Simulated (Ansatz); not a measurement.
Crystal: AlNi, CsCl type, 2 atoms in the cell.

These are results of HSE06, plane waves, PAW datasets (generated soft set 1) (Ansatz), not measurements.

Cutoff 420 eV; exchange singularity: regularized; k-mesh 4×4×4 Γ-centred; Fermi–Dirac smearing of 0.1 eV; no spin polarisation.

Task: What equilibrium volume, lattice constant and bulk modulus does this give?

Result: V₀ = 11.680 Å³/atom (a₀ = 2.859 Å), B₀ = 175 GPa, B₀′ = 4.19. The points behind the fit:

```tsv
V (Å³/atom)	a (Å)	E − E(min) (meV/atom)	P (GPa)
11.103	2.8108	15.92	9.88
11.465	2.8410	1.18	3.36
11.827	2.8706	0.00	-2.15
12.189	2.8996	10.22	-6.84
12.552	2.9280	30.29	-10.80
```

The stress includes the program's correction for the finite plane-wave basis.

The k-mesh is coarse, so these values belong to this mesh and can lie far from the converged ones.
